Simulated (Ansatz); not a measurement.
MgO2: zone-centre modes

These are results of DFT r2SCAN, scalar-relativistic, plane waves, PAW in Ansatz, not measurements. The runs took a 500 eV cutoff, a Γ-centred 8×8×4 mesh and Gaussian smearing (0.05 eV). No spin polarisation.

Zero of the scan (relaxed at this level; it needn't be the usual structure):

```
Mg O
1.0
     3.15696    0.00000    0.00000
    -1.57848   -0.91134   -3.46195
     0.00000    5.46802    0.00000
Mg O
2 4
Direct
  0.50000 0.00000 0.50000
  0.00000 0.00000 0.00000
  0.35632 0.71264 0.78544
  0.85632 0.71264 0.28544
  0.14368 0.28736 0.71456
  0.64368 0.28736 0.21456
```

Harmonic modes by finite displacements of 0.02 Å, without the LO–TO term. The cell doubles the primitive one, so its zone centre also holds the primitive cell's point q = (0, 0, 1/2).

(1) At this geometry, is the structure stable against these modes?

(2) List the wavenumbers in cm⁻¹.

Answers

(1) Yes: no mode is imaginary beyond 10 cm⁻¹, and only the three translations lie near zero.

(2) 0, 0, 0, 171, 252, 290, 303, 307, 308, 386, 419, 419, 426, 450, 455, 486, 954, 971.

Cost: 1 run of about 7.2 core-minutes, on Arm Neoverse V2 (shared hosts).